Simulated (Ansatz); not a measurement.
# Electric field gradients in V₂O₅ at a changed volume

The cell is a measured structure from the Crystallography Open Database (COD), relaxed with PBE at fixed cell and then changed (volume scaled by 0.98, ions relaxed).

Space group Pmmn:1 (No. 59); a = 3.5401, b = 11.4347, c = 4.3387 Å.

| site | Wyckoff | site symmetry | x | y | z |
| --- | --- | --- | --- | --- | --- |
| V | 4e | m.. | 0.0000 | 0.8514 | 0.1169 |
| O5 | 4e | m.. | 0.0000 | 0.8550 | 0.4820 |
| O9 | 4e | m.. | 0.0000 | 0.6805 | 0.9943 |
| O13 | 2a | mm2 | 0.0000 | 0.0000 | 0.0027 |

One atom of each set is listed.

All values are calculated (Ansatz; DFT, PBE, plane waves and PAW, scalar-relativistic, 420 eV cutoff, Γ-centred 7×2×6 k-points, Fermi–Dirac smearing 0.02 eV), not measured.

Conventions: |V_zz| ≥ |V_yy| ≥ |V_xx|, η = (V_xx − V_yy)/V_zz, C_Q = eQV_zz/h.

⁵¹V: I = 7/2, Q = -52.00 mb; ¹⁷O: I = 5/2, Q = -25.58 mb. Quadrupole moments are those of Pyykkö's year-2017 table.

Q: Which values are expected at the nuclei?

A: 

```tsv
site	atoms	first shell	V_zz (10²¹ V/m²)	η	C_Q (MHz)
V	4	5 O at 1.58–2.02 Å	0.70	0.96	-0.875
O5	4	1 V at 1.58 Å	-1.19	0.66	0.738
O9	4	3 V at 1.87–2.02 Å	-4.93	0.70	3.05
O13	2	2 V at 1.77 Å, angle 148°	-5.86	0.01	3.62
```

At O13 V_zz points along the bisector of its two bonds (within 1°).

Where η is near 1 the sign of V_zz means little.
